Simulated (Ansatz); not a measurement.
# Ca₂Al₃O₃: rattling a relaxed structure

The cell was found from a proposed guess, not taken from experiment.

All numbers below come from DFT PBE, scalar-relativistic, plane waves, PAW in Ansatz 0.2.0. Settings: cutoff 420 eV, Γ-centred mesh 8×8×2 on the computed 16-atom cell, Gaussian smearing of 0.10 eV; no spin polarisation.

The cell below (16 atoms, space group P4/nmm (No. 129)) is relaxed within its symmetry.

```xyz
16
Lattice="3.7430 0.0000 0.0000 0.0000 3.7430 0.0000 0.0000 0.0000 17.1375" Properties=species:S:1:pos:R:3 pbc="T T T"
Ca    1.8715    0.0000    9.8157
Ca    0.0000    1.8715    3.9497
Ca    0.0000    1.8715    7.3219
Ca    1.8715    0.0000   13.1878
Al    0.0000    0.0000    0.0000
Al    0.0000    1.8715   15.1823
Al    1.8715    1.8715    0.0000
Al    1.8715    0.0000    1.9552
Al    1.8715    0.0000    5.7455
Al    0.0000    1.8715   11.3920
O     1.8715    0.0000    7.5573
O     1.8715    1.8715    5.4282
O     0.0000    0.0000    5.4282
O     0.0000    1.8715    9.5802
O     1.8715    1.8715   11.7093
O     0.0000    0.0000   11.7093
```

For the test it was strained at random (σ = 1.5 % a component), the atoms were moved at random (σ = 0.10 Å), and all was relaxed again on a coarse 6×6×2 mesh (in the run’s order of axes) with 0.20 eV smearing, with no symmetry imposed.

Q: Does it come back?

A: It returns, within 1 meV/atom of the unmoved cell on that mesh and with the same symmetry when read at 0.1 Å (C2/m at 0.01 Å, so small strains and shifts remain). No instability shows in this cell; modes of other wave vectors, which need another repeat, aren't tested.
